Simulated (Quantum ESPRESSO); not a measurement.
# Kohn-Sham bands of Sn (Immm)

```xyz
1
Lattice="-1.7265 1.7755 2.3383 1.7265 -1.7755 2.3383 1.7265 1.7755 -2.3383" Properties=species:S:1:pos:R:3 pbc="T T T"
Sn     0.0000     0.0000     0.0000
```

Structure: Materials Project mp-623511, symmetrised, not relaxed again. Not found in the COD (Crystallography Open Database) copy used, which has the formula in other groups; not checked further. Computed values, not measurements, from PBEsol: Quantum ESPRESSO (norm-conserving PseudoDojo potentials, cutoff 58 Ry, no spin polarisation, no spin-orbit coupling) on a Γ-centred 12×12×12 mesh, then Wannier90. Density: 16×16×16 mesh, cold smearing 0.01 Ry. Spin-orbit coupling is left out although heavy elements are present.

Q: List the Kohn-Sham levels between −8 and 3.0 eV relative to the Fermi level at the high-symmetry points, as a band run of pw.x on that density gives them (levels within 2 meV counted together).

A: 
| point | k (reciprocal lattice) | levels (eV) |
|---|---|---|
| Γ | 0.000 0.000 0.000 | none in this range |
| X | 0.500 0.500 -0.500 | -4.47, -3.08, 1.21, 1.84 |
| F_2 | 0.386 0.614 -0.386 | -4.59, -2.33, -1.20, 1.92 |
| Σ_0 | -0.386 0.386 0.386 | -4.59, -2.33, -1.20, 1.92 |
| Y_0 | 0.394 -0.394 0.394 | -4.73, -2.46, -1.17, 2.42 |
| U_0 | 0.606 0.394 -0.394 | -4.73, -2.46, -1.17, 2.42 |
| R | 0.000 0.500 0.000 | -6.61, -4.34 |
| W | 0.250 0.250 0.250 | -4.85, -1.74, -1.53, -0.34 |
| S | 0.500 0.000 0.000 | -6.86, -4.40 |
| T | 0.000 0.000 0.500 | -5.23, -3.58, 2.06, 2.43 |
